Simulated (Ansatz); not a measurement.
**InAg₃: course of a relaxation**

All numbers below come from Ansatz 0.2.0, DFT PBEsol, scalar-relativistic, plane waves, PAW. (420 eV cutoff, 10×10×10 k-mesh, Gaussian smearing of 0.10 eV, no spin polarisation)

What was changed: relaxed at 4 GPa.

Command:

```bash
ansatz run input.yaml --threads 1 --pin off --max-ram 2560MiB --backend cpu --events-out ev --progress --plain --runs-dir out
```

Input:

```yaml
crystal:
  lattice:
    - [4.0891638116, 0.0, 0.0]
    - [0.0, 4.0891638116, 0.0]
    - [0.0, 0.0, 4.0891638116]
  atoms:
    - { symbol: In, position: [0.0, 0.0, 0.0] }
    - { symbol: Ag, position: [0.0, 0.5, 0.5] }
    - { symbol: Ag, position: [0.5, 0.0, 0.5] }
    - { symbol: Ag, position: [0.5, 0.5, 0.0] }
basis:
  ecutwfc: 420
kpoints:
  mp_grid: { grid: [10, 10, 10] }
hamiltonian:
  xc: pbesol
scf:
  occupations: { method: gaussian, width: 0.1 }
output:
  forces: true
  stress: true
  eigenvalues: true
relax:
  adjacent_minimum: "off"
  f_tol: 0.008
  max_steps: 50
  cell: { stress_tol: 0.08, p_target: 4.0 }
```

F is the free energy. Steps run on the plane waves of an earlier cell, but the last one, and at times one on the way, on a freshly chosen basis, so a repeated geometry can differ a little in energy. The relaxation lowers the enthalpy F + PV at the target pressure, so F itself can rise.

Steps:

| step | F − F(1) (eV) | largest force component (eV/Å) | V (Å³/atom) | P (GPa) |
| --- | --- | --- | --- | --- |
| 1 | 0.0000 | 0.000 | 17.094 | 4.17 |
| 2 | -0.0053 | 0.000 | 17.149 | 3.76 |
| 3 | -0.0022 | 0.000 | 17.116 | 4.00 |
| 4 | -0.0023 | 0.000 | 17.116 | 4.00 |

Relaxed structure:

```xyz
4
Lattice="4.0909 0.0000 0.0000 0.0000 4.0909 0.0000 0.0000 0.0000 4.0909" Properties=species:S:1:pos:R:3 pbc="T T T"
In    0.0000    0.0000    0.0000
Ag    0.0000    2.0455    2.0455
Ag    2.0455    0.0000    2.0455
Ag    2.0455    2.0455    0.0000
```

The structure is cubic, space group Pm-3m (No. 221). The conventional cell has a = 4.091 Å, b = 4.091 Å, c = 4.091 Å, α = 90.00°, β = 90.00°, γ = 90.00°. Around In (site symmetry m-3m) lie 12 Ag at 2.89 Å. Ag (site symmetry 4/mmm) is surrounded by 4 In at 2.89 Å and 8 Ag at 2.89 Å.

The run converged. It took 31 s on 1 thread of Arm Neoverse V1, on a shared host, peak memory 0.41 GiB.